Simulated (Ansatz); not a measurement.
Input:

Li8PbO6:
```
CELL_PARAMETERS angstrom
      2.72060     1.57074     5.13576
     -2.72060     1.57074     5.13576
      0.00000    -3.14148     5.13576
ATOMIC_POSITIONS crystal
  Li 0.65084 0.65084 0.65084
  Li 0.34916 0.34916 0.34916
  Li 0.22914 0.89834 0.50779
  Li 0.77086 0.10166 0.49221
  Li 0.50779 0.22914 0.89834
  Li 0.49221 0.77086 0.10166
  Li 0.89834 0.50779 0.22914
  Li 0.10166 0.49221 0.77086
  Pb 0.00000 0.00000 0.00000
  O  0.39678 0.09918 0.75759
  O  0.60322 0.90082 0.24241
  O  0.75759 0.39678 0.09918
  O  0.24241 0.60322 0.90082
  O  0.09918 0.75759 0.39678
  O  0.90082 0.24241 0.60322
```

This is the LDA-relaxed structure. x, y and z are the axes in which the lattice vectors are written.

Q: All from DFT-LDA in the program Ansatz with PAW potentials, unless another level is named. Give the Debye temperature from the elastic constants.

A: 566 K.

Q: Next, the elastic constants (relaxed ions, GPa)?

A: C11 = 174, C12 = 60.3, C13 = 52.6, C14 = -1.8, C33 = 180, C44 = 62.4, C15 = 23.5.

Space group R-3. The first step of the workflow began from a Materials Project structure, measured or hypothetical; the Crystallography Open Database files this formula in space group No. 148, but the cells were not matched. Whether it is the stable phase at ambient conditions was not checked. Symmetry was held in the LDA relaxation; phonons on a q-mesh show no instability. Scalar-relativistic: spin–orbit coupling is off unless named, which matters more the heavier the elements.

Potentials: the later of the program's two PAW sets.
